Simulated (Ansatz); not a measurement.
NbAg:
```cif
data_Ag2Nb2
_chemical_formula_sum 'Ag2 Nb2'
_space_group_name_H-M_alt 'Pmma'
_space_group_IT_number 51
_space_group_name_Hall '-P 2a 2a'
_cell_length_a 4.71070
_cell_length_b 2.73942
_cell_length_c 5.23522
_cell_angle_alpha 90.000
_cell_angle_beta 90.000
_cell_angle_gamma 90.000
loop_
_atom_site_label
_atom_site_type_symbol
_atom_site_symmetry_multiplicity
_atom_site_Wyckoff_symbol
_atom_site_fract_x
_atom_site_fract_y
_atom_site_fract_z
_atom_site_occupancy
Ag1 Ag 2 e 0.75000 0.00000 0.14718 1
Nb1 Nb 2 f 0.25000 0.50000 0.35017 1
```

This is the PBEsol-relaxed structure.

Task: All from the program Ansatz at the PBEsol level (PAW), unless another level is named. Give the density of states at the Fermi level.

Result: 0.57 states/eV per atom (mean over ±0.08 eV).

Task: What about the formation energy from the elements (no fitted shifts)?

Result: 0.24 eV/atom.

The start of the workflow was typed in or built on a structure type; neither database checked (COD, Materials Project) lists it. Whether it is the stable phase at ambient conditions was not checked. Symmetry was held in the PBEsol relaxation; phonons show weakly imaginary modes. The run is not spin-polarised. Its formation energy is positive at this level, so the cell may be metastable or incomplete. The references are the lowest solids computed at this level, not always the standard phases. Scalar-relativistic: spin–orbit coupling is off unless named, which matters more the heavier the elements.

Potentials: the earlier of the program's two PAW sets. The files were generated under PBE; for other functionals the program regenerates the frozen cores, and for LDA and PBEsol the local potential too.
